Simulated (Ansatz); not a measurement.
Ag: random displacements

Method: Ansatz 0.2.0, DFT PBEsol, scalar-relativistic, plane waves, PAW. Cutoff 420 eV, Γ-centred 10×10×10 k-points, Gaussian smearing of 0.15 eV. No spin polarisation. Energies are free energies at this smearing, counted from the undisturbed cell; pressure is positive in compression.

Reference structure (as given, not relaxed at this level):

```
CELL_PARAMETERS angstrom
-4.08620 -4.08620 0.00000
0.00000 -4.08620 4.08620
-4.08620 0.00000 4.08620
ATOMIC_POSITIONS crystal
Ag 0.50000 0.00000 0.00000
Ag 0.00000 0.00000 0.00000
Ag 0.50000 0.50000 0.00000
Ag 0.00000 0.50000 0.00000
Ag 0.50000 0.00000 0.50000
Ag 0.00000 0.00000 0.50000
Ag 0.50000 0.50000 0.50000
Ag 0.00000 0.50000 0.50000
```

After a displacement of all atoms with no net shift, the run gives ΔE = 45.5 meV/atom; stress (xx, yy, zz, yz, xz, xy; compression positive) (-0.35, -0.86, -0.69, -0.27, -0.11, -0.51) GPa.

```tsv
atom	Fx (eV/Å)	Fy	Fz
Ag1	0.085	0.786	0.843
Ag2	0.520	-1.113	0.099
Ag3	-0.089	-0.213	-0.145
Ag4	-0.641	0.738	-0.397
Ag5	0.317	0.663	-0.530
Ag6	-0.062	-1.122	0.098
Ag7	0.061	-0.681	0.164
Ag8	-0.191	0.943	-0.132
```

**Question.** Which displacements (Å, in the unstrained cell) and strain were applied?

**Answer.**
| atom | ux | uy | uz |
| --- | --- | --- | --- |
| Ag1 | -0.02 | -0.11 | -0.09 |
| Ag2 | -0.09 | 0.15 | 0.02 |
| Ag3 | 0.01 | 0.02 | -0.01 |
| Ag4 | 0.08 | -0.07 | 0.01 |
| Ag5 | -0.01 | -0.04 | 0.12 |
| Ag6 | 0.01 | 0.08 | -0.04 |
| Ag7 | 0.00 | 0.03 | -0.01 |
| Ag8 | 0.01 | -0.06 | 0.00 |
The cell is not strained.

Cost: 1 run of about 9 core-minutes, on Arm Neoverse V2 (shared hosts).